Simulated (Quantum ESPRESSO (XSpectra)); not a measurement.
Quantum ESPRESSO (XSpectra) run for X-ray absorption at the O K edge of In2Ge2O7 (C2/m). Geometry: Materials Project entry mp-5280 (a computed structure). The cell is the entry's, not relaxed again. The ground-state test found a gap, so occupations are fixed and the excited electron is left out (charged cell on a uniform background); energies count from the highest occupied level. pw.x input:

```
&CONTROL
  calculation = 'scf'
  prefix = 'x'
  pseudo_dir = './pseudo'
  outdir = './out'
/
&SYSTEM
  ibrav = 0
  nat = 33
  ntyp = 4
  ecutwfc = 70
  input_dft = 'PZ'
  tot_charge = 1
  occupations = 'fixed'
/
&ELECTRONS
  conv_thr = 3.3e-07
  mixing_beta = 0.4
/
ATOMIC_SPECIES
Oh 15.999 O.lda-tm-gipaw-star1s.UPF
In 114.818 In.upf
Ge 72.630 Ge.lda-tm-gipaw.UPF
O 15.999 O.lda-tm-gipaw.UPF
CELL_PARAMETERS angstrom
   5.636966000    0.000000000    4.838060000
   4.415479000   -4.418230000   -4.838060000
   4.415479000    4.418230000   -4.838060000
ATOMIC_POSITIONS crystal
In     0.333333333    0.973686667    0.359646667
In     0.666666667    0.640353333    0.026313333
In     0.000000000    0.307020000    0.692980000
In     0.333333333    0.359646667    0.973686667
In     0.666666667    0.026313333    0.640353333
In     1.000000000    0.692980000    0.307020000
Ge     0.708213333    0.057686667    0.057686667
Ge     0.041546667    0.724353333    0.724353333
Ge     0.374880000    0.391020000    0.391020000
Ge     0.291786667    0.942313333    0.942313333
Ge     0.625120000    0.608980000    0.608980000
Ge     0.958453333    0.275646667    0.275646667
O      0.230423333    0.174936667    0.843816667
O      0.563756667    0.841603333    0.510483333
O      0.897090000    0.508270000    0.177150000
O      0.769576667    0.825063333    0.156183333
O      0.102910000    0.491730000    0.822850000
O      0.436243333    0.158396667    0.489516667
O      0.769576667    0.156183333    0.825063333
O      0.102910000    0.822850000    0.491730000
O      0.436243333    0.489516667    0.158396667
O      0.230423333    0.843816667    0.174936667
O      0.563756667    0.510483333    0.841603333
O      0.897090000    0.177150000    0.508270000
Oh     0.166666667    0.833333333    0.833333333
O      0.500000000    0.500000000    0.500000000
O      0.833333333    0.166666667    0.166666667
O      0.515330000    0.894400000    0.894400000
O      0.848663333    0.561066667    0.561066667
O      0.181996667    0.227733333    0.227733333
O      0.484670000    0.105600000    0.105600000
O      0.818003333    0.772266667    0.772266667
O      0.151336667    0.438933333    0.438933333
K_POINTS automatic
2 2 2 0 0 0
```

xspectra.x input:

```
&input_xspectra
  calculation = 'xanes_dipole'
  edge = 'K'
  prefix = 'x'
  outdir = './out'
  xonly_plot = .false.
  xiabs = 1
  xcoordcrys = .false.
  xepsilon(1) = 1.0
  xepsilon(2) = 0.0
  xepsilon(3) = 0.0
  xniter = 1500
  xcheck_conv = 50
  xerror = 0.002
  x_save_file = 'x0.sav'
/
&plot
  xnepoint = 451
  xemin = -5.0
  xemax = 40.0
  xgamma = 0.5
  terminator = .true.
  cut_occ_states = .true.
/
&pseudos
  filecore = 'core.wfc'
/
&cut_occ
  cut_desmooth = 0.1
  cut_stepl = 0.01
  cut_ierror = 1e-6
/
3 3 3 1 1 1
```

End of the pw.x output:

```
   -10.7402 -10.6610 -10.5845 -10.4333 -10.3653  -6.9092  -6.6848  -6.6667
    -6.6655  -6.6304  -6.5926  -6.5925  -6.5715  -6.5656  -6.5346  -6.5201
    -6.5031  -6.4846  -6.4826  -6.4576  -6.4407  -6.4315  -6.4055  -6.3998
    -6.3906  -6.3770  -6.3679  -6.2875  -6.2786  -6.2327  -6.1826  -6.1330
    -6.1330  -6.0659  -6.0439  -6.0337  -2.6319  -2.4093  -2.3309  -2.3063
    -1.3049  -0.5138   0.0618   0.1438   0.2025   0.2442   0.3489   0.4014
     0.5337   0.7140   0.7450   1.1003   1.1411   1.7795   1.8974   1.9901
     2.1249   2.1918   2.2079   2.3265   2.3978   2.4097   2.6188   2.6297
     2.7118   2.8530   3.0655   3.1788   3.3706   3.3812   3.4791   3.4935
     3.7260   3.7948   3.8593   4.0931   4.1311   4.2023   4.5130   4.5539
     4.5679   4.5971   4.6716   4.7242   4.7819   4.7827   4.8143   4.8959
     4.9408   4.9682   4.9873   5.0483   5.0776   5.2930   5.2994   5.4144
     5.4430   5.5155

     highest occupied level (ev):     5.5471

!    total energy              =   -1682.82495450 Ry
     estimated scf accuracy    <       0.00000019 Ry

     The total energy is the sum of the following terms:
     one-electron contribution =    -552.10378184 Ry
     hartree contribution      =     432.91803095 Ry
     xc contribution           =    -553.78728552 Ry
     ewald contribution        =   -1009.85191809 Ry

     convergence has been achieved in  14 iterations

     XML data file, charge density, pseudopotentials, collected wavefunctions
```

xspectra.x output, shortened:

```
... Begin STEP 1 ...

        Radial transition matrix element(s) used in the calculation of the
        initial vector of the Lanczos basis (|tilde{phi}_abs> normalized)
        | For PAW proj. (l=1) #1: radial matrix element =   0.141535429
        | For PAW proj. (l=1) #2: radial matrix element =   0.174719217

NB: the     7 k-point are not all listed below because npool=  4
        |-------------------------------------------------------------
        ! k-point #     1:  ( 0.2463,  0.0000, -0.0311),  0.0741,   1
        |-------------------------------------------------------------
 okvan= F
        |   Norm of the initial Lanczos vector: 0.10086551E+00
        !   => CONVERGED at iter    800 with error=  0.00162390
        |-------------------------------------------------------------
        ! k-point #     2:  ( 0.3695,  0.2802, -0.1746),  0.0741,   1
        |-------------------------------------------------------------
 okvan= F
        |   Norm of the initial Lanczos vector: 0.10086550E+00
        !   => CONVERGED at iter    950 with error=  0.00136283
        |-------------------------------------------------------------
        ! k-point #     3:  ( 0.4926,  0.5604, -0.3181),  0.0741,   1
        |-------------------------------------------------------------
 okvan= F
        |   Norm of the initial Lanczos vector: 0.10086551E+00
        !   => CONVERGED at iter    900 with error=  0.00150074
        |-------------------------------------------------------------

        ...
... Begin STEP 2 ...

     The spectrum is calculated using the following parameters:
        energy-zero of the spectrum [eV]:    5.5471
        the occupied states are elimintate from the spectrum
        xemin [eV]:  -5.00
        xemax [eV]:  40.00
        xnepoint:  451
        constant broadening parameter [eV]:    0.500
        Core level energy [eV]:  -543.1
         (from electron binding energy of neutral atoms in X-ray data booklet)

     Cross-section successfully written in xanes.dat

     ... End STEP 2 ...

     xanes        :    104.89s CPU    105.15s WALL (       1 calls)

     -------------------------------------------------------------------------
                                END JOB XSpectra
     -------------------------------------------------------------------------
```

xanes.dat for the field along x, every fifth line (energy in eV, cross section):

```
   -5.000   6.9470e-04
   -4.500   7.5250e-04
   -4.000   8.1860e-04
   -3.500   8.9470e-04
   -3.000   9.8340e-04
   -2.500   1.0880e-03
   -2.000   1.2110e-03
   -1.500   1.3610e-03
   -1.000   1.5460e-03
   -0.500   1.7800e-03
    0.000   2.0830e-03
    0.500   2.4720e-03
    1.000   3.0300e-03
    1.500   3.9080e-03
    2.000   5.4960e-03
    2.500   7.9390e-03
    3.000   1.2560e-02
    3.500   2.1130e-02
    4.000   2.9290e-02
    4.500   3.4510e-02
    5.000   4.2540e-02
    5.500   5.8540e-02
    6.000   8.1600e-02
    6.500   8.4380e-02
    7.000   6.2670e-02
    7.500   5.9460e-02
    8.000   6.0420e-02
    8.500   7.2830e-02
    9.000   1.0300e-01
    9.500   1.2540e-01
   10.000   8.4020e-02
   10.500   5.1800e-02
   11.000   3.2080e-02
   11.500   2.1050e-02
   12.000   1.5290e-02
   12.500   1.2290e-02
   13.000   1.2340e-02
   13.500   1.3060e-02
   14.000   1.1540e-02
   14.500   1.1140e-02
   15.000   1.1350e-02
   15.500   1.2090e-02
   16.000   1.4450e-02
   16.500   1.6670e-02
   17.000   1.6070e-02
   17.500   1.6140e-02
   18.000   1.4590e-02
   18.500   1.4210e-02
   19.000   1.4290e-02
   19.500   1.5940e-02
   20.000   1.8320e-02
   20.500   2.0570e-02
   21.000   2.1110e-02
   21.500   1.9930e-02
   22.000   1.9070e-02
   22.500   1.7200e-02
   23.000   1.7170e-02
   23.500   1.9260e-02
   24.000   2.0830e-02
   24.500   2.1600e-02
   25.000   2.2320e-02
   25.500   2.1170e-02
   26.000   1.8030e-02
   26.500   1.6310e-02
   27.000   1.5450e-02
   27.500   1.4430e-02
   28.000   1.3960e-02
   28.500   1.6100e-02
   29.000   1.6540e-02
   29.500   1.4840e-02
   30.000   1.4980e-02
   30.500   1.5580e-02
   31.000   1.6370e-02
   31.500   1.8210e-02
   32.000   1.9200e-02
   32.500   2.0310e-02
   33.000   2.0260e-02
   33.500   2.1120e-02
   34.000   2.3850e-02
   34.500   2.4890e-02
   35.000   2.3880e-02
   35.500   2.2920e-02
   36.000   2.2970e-02
   36.500   2.3480e-02
   37.000   2.3540e-02
   37.500   2.1430e-02
   38.000   2.3490e-02
   38.500   2.8350e-02
   39.000   3.0820e-02
   39.500   3.3810e-02
   40.000   3.0520e-02
```
